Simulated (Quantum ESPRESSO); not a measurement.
NbTi2O5F3, input and log of a self-consistent run

Computed values, not a measurement. The program is pw.x of Quantum ESPRESSO 7.5 (plane-wave density functional theory). The cell is made up: 11 atoms on a rutile lattice with one site empty, with randomly drawn elements, strain and displacements, not relaxed. PseudoDojo standard norm-conserving files (v0.5 for PBE, v0.4.1 for LDA and PBEsol) set the functional; there is no spin polarisation, spin-orbit coupling or dispersion term, and the masses in the input are unused placeholders.

Input:

```
&control calculation='scf', pseudo_dir='./dojo.nc.sr.pbe.v0_5.standard.upf', outdir='./o', disk_io='low', tprnfor=.true., tstress=.true. /
&system ibrav=0, nat=11, ntyp=4, nbnd=50, ecutwfc=107.82251126, nosym=.true., tot_charge=0,
 occupations='smearing', smearing='fd', degauss=0.0018374661
/
&electrons conv_thr=7.350e-09, electron_maxstep=60, /
ATOMIC_SPECIES
F 1.0 F.upf
Nb 1.0 Nb.upf
O 1.0 O.upf
Ti 1.0 Ti.upf
CELL_PARAMETERS angstrom
4.8087 0.0677 -0.0264
0.0677 4.7386 0.0033
-0.0337 0.0043 6.0483
ATOMIC_POSITIONS angstrom
Nb 0.0643 -0.0111 0.0159
Ti -0.0093 -0.0061 3.0439
Ti 2.3921 2.4299 4.547
O 1.4656 1.4641 0.0179
O 3.3884 3.3184 0.017
O 3.8541 0.9856 1.4957
O 0.9883 3.803 1.5042
F 1.4717 1.4473 3.0173
O 3.3719 3.3575 3.0187
F 3.8837 0.9775 4.5314
F 0.9962 3.832 4.5403
K_POINTS automatic
7 7 6 1 1 1
```

The log is shortened where brackets say so; the opening notice, blank lines, dates and the lines on written files are dropped, and the path of the files is cut. It prints rydbergs, bohrs and kilobars, and counts compression as positive stress. With no partly filled state, the Fermi energy that it prints is only some level between the filled and the empty states on the mesh, and need not lie in the true gap.

```
     Program PWSCF v.7.5
     Parallel version (MPI & OpenMP), running on       4 processor cores
     Number of MPI processes:                 4
     Threads/MPI process:                     1
     [start-up lines left out]
     bravais-lattice index     =            0
     lattice parameter (alat)  =       9.0882  a.u.
     unit-cell volume          =     929.8368 (a.u.)^3
     number of atoms/cell      =           11
     number of atomic types    =            4
     number of electrons       =        88.00
     number of Kohn-Sham states=           50
     kinetic-energy cutoff     =     107.8225  Ry
     charge density cutoff     =     431.2900  Ry
     scf convergence threshold =      7.3E-09
     mixing beta               =       0.7000
     number of iterations used =            8  plain     mixing
     Exchange-correlation= PBE
                           (   1   4   3   4   0   0   0)
     [axes and pseudopotential details left out]
   Cartesian axes
     site n.     atom                  positions (alat units)
         1        Nb     tau(   1) = (   0.0133701  -0.0023081   0.0033061  )
         2        Ti     tau(   2) = (  -0.0019338  -0.0012684   0.6329263  )
         3        Ti     tau(   3) = (   0.4973957   0.5052556   0.9454699  )
         4        O      tau(   4) = (   0.3047461   0.3044342   0.0037220  )
         5        O      tau(   5) = (   0.7045591   0.6900038   0.0035349  )
         6        O      tau(   6) = (   0.8013933   0.2049384   0.3110049  )
         7        O      tau(   7) = (   0.2054999   0.7907680   0.3127723  )
         8        F      tau(   8) = (   0.3060145   0.3009410   0.6273953  )
         9        O      tau(   9) = (   0.7011282   0.6981339   0.6276864  )
        10        F      tau(  10) = (   0.8075481   0.2032542   0.9422261  )
        11        F      tau(  11) = (   0.2071425   0.7967980   0.9440767  )
     number of k points=   147  Fermi-Dirac smearing, width (Ry)=  0.0018
     Number of k-points >= 100: set verbosity='high' to print them.
     Dense  grid:   140591 G-vectors     FFT dimensions: (  64,  60,  75)
     Estimated max dynamical RAM per process >     704.06 MB
     Estimated total dynamical RAM >       2.65 GB
     Initial potential from superposition of free atoms
     starting charge      87.9945, renormalised to      88.0000
     Starting wfcs are   62 randomized atomic wfcs
     total cpu time spent up to now is       21.1 secs
     per-process dynamical memory:   625.3 Mb
     Self-consistent Calculation
     iteration #  1     ecut=   107.82 Ry     beta= 0.70
     Davidson diagonalization with overlap
     ethr =  1.00E-02,  avg # of iterations =  2.0
     total cpu time spent up to now is       56.2 secs
     total energy              =    -672.01118455 Ry
     estimated scf accuracy    <       6.55493015 Ry
     iteration #  2     ecut=   107.82 Ry     beta= 0.70
     Davidson diagonalization with overlap
     ethr =  7.45E-03,  avg # of iterations =  7.3
     total cpu time spent up to now is      122.5 secs
     total energy              =    -663.11527206 Ry
     estimated scf accuracy    <     139.81381196 Ry
     iteration #  3     ecut=   107.82 Ry     beta= 0.70
     Davidson diagonalization with overlap
     ethr =  7.45E-03,  avg # of iterations =  7.2
     total cpu time spent up to now is      184.7 secs
     total energy              =    -675.75196267 Ry
     estimated scf accuracy    <       2.30506979 Ry
     iteration #  4     ecut=   107.82 Ry     beta= 0.70
     Davidson diagonalization with overlap
     ethr =  2.62E-03,  avg # of iterations =  2.0
     total cpu time spent up to now is      221.2 secs
     total energy              =    -676.06756989 Ry
     estimated scf accuracy    <       0.96458158 Ry
     iteration #  5     ecut=   107.82 Ry     beta= 0.70
     Davidson diagonalization with overlap
     ethr =  1.10E-03,  avg # of iterations =  1.0
     total cpu time spent up to now is      252.5 secs
     total energy              =    -675.92931795 Ry
     estimated scf accuracy    <       0.69686977 Ry
     [iterations 6 to 15 left out]
     iteration # 16     ecut=   107.82 Ry     beta= 0.70
     Davidson diagonalization with overlap
     ethr =  2.69E-09,  avg # of iterations =  5.2
     total cpu time spent up to now is      727.3 secs
     total energy              =    -675.96735732 Ry
     estimated scf accuracy    <       0.00000155 Ry
     iteration # 17     ecut=   107.82 Ry     beta= 0.70
     Davidson diagonalization with overlap
     ethr =  1.76E-09,  avg # of iterations =  2.0
     total cpu time spent up to now is      760.2 secs
     total energy              =    -675.96735734 Ry
     estimated scf accuracy    <       0.00000040 Ry
     iteration # 18     ecut=   107.82 Ry     beta= 0.70
     Davidson diagonalization with overlap
     ethr =  4.55E-10,  avg # of iterations =  5.2
     total cpu time spent up to now is      801.4 secs
     total energy              =    -675.96735741 Ry
     estimated scf accuracy    <       0.00000001 Ry
     iteration # 19     ecut=   107.82 Ry     beta= 0.70
     Davidson diagonalization with overlap
     c_bands:  1 eigenvalues not converged
     ethr =  1.33E-11,  avg # of iterations =  8.0
     total cpu time spent up to now is      858.9 secs
     total energy              =    -675.96735742 Ry
     estimated scf accuracy    <       0.00000003 Ry
     iteration # 20     ecut=   107.82 Ry     beta= 0.70
     Davidson diagonalization with overlap
     ethr =  1.33E-11,  avg # of iterations =  5.1
     total cpu time spent up to now is      900.9 secs
     End of self-consistent calculation
     Number of k-points >= 100: set verbosity='high' to print the bands.
     the Fermi energy is     7.1620 ev
!    total energy              =    -675.96735742 Ry
     estimated scf accuracy    <          3.4E-09 Ry
     smearing contrib. (-TS)   =      -0.00000000 Ry
     internal energy E=F+TS    =    -675.96735742 Ry
     The total energy is F=E-TS. E is the sum of the following terms:
     one-electron contribution =    -288.96998322 Ry
     hartree contribution      =     183.75936980 Ry
     xc contribution           =    -135.08921083 Ry
     ewald contribution        =    -435.66753317 Ry
     convergence has been achieved in  20 iterations
     Forces acting on atoms (cartesian axes, Ry/au):
     atom    1 type  2   force =    -0.01654979    0.01747590    0.45303242
     atom    2 type  4   force =    -0.11187851   -0.05736902   -0.36480891
     atom    3 type  4   force =     0.11029282    0.05075964    0.07738026
     atom    4 type  3   force =    -0.04242007   -0.04724461   -0.12879622
     atom    5 type  3   force =     0.01560830    0.01895538   -0.14884659
     atom    6 type  3   force =     0.10309579   -0.08551957    0.01077743
     atom    7 type  3   force =    -0.06870285    0.07923072    0.00569097
     atom    8 type  1   force =    -0.02480999   -0.02314683    0.05591850
     atom    9 type  3   force =     0.04548964    0.04083695    0.12168747
     atom   10 type  1   force =    -0.04047065    0.03897093   -0.04035200
     atom   11 type  1   force =     0.03034531   -0.03294949   -0.04168334
     Total force =     0.692285     Total SCF correction =     0.000177
     Computing stress (Cartesian axis) and pressure
          total   stress  (Ry/bohr**3)                   (kbar)     P=      -97.34
  -0.00066227  -0.00111255   0.00010850          -97.42     -163.66       15.96
  -0.00111255  -0.00054092   0.00008266         -163.66      -79.57       12.16
   0.00010850   0.00008266  -0.00078202           15.96       12.16     -115.04
     init_run     :     16.93s CPU     17.66s WALL (       1 calls)
     electrons    :    874.81s CPU    879.79s WALL (       1 calls)
     forces       :      5.28s CPU      5.29s WALL (       1 calls)
     stress       :     18.51s CPU     18.53s WALL (       1 calls)
     [timing details left out]
     PWSCF        :  15m19.17s CPU  15m25.00s WALL
     JOB DONE.
```

In other units: free energy -9197.004 eV for the cell, pressure -9.73 GPa, largest force component 11.648 eV/Å. This run is the check on a run of the same cell at a cutoff of 1143 eV and k mesh 5 x 5 x 4: rerunning at a cutoff of 1467 eV and k mesh 7 x 7 x 6 moved values by no more than 0.004 eV in energy, 0.04 GPa in stress and 0.002 eV/Å in force.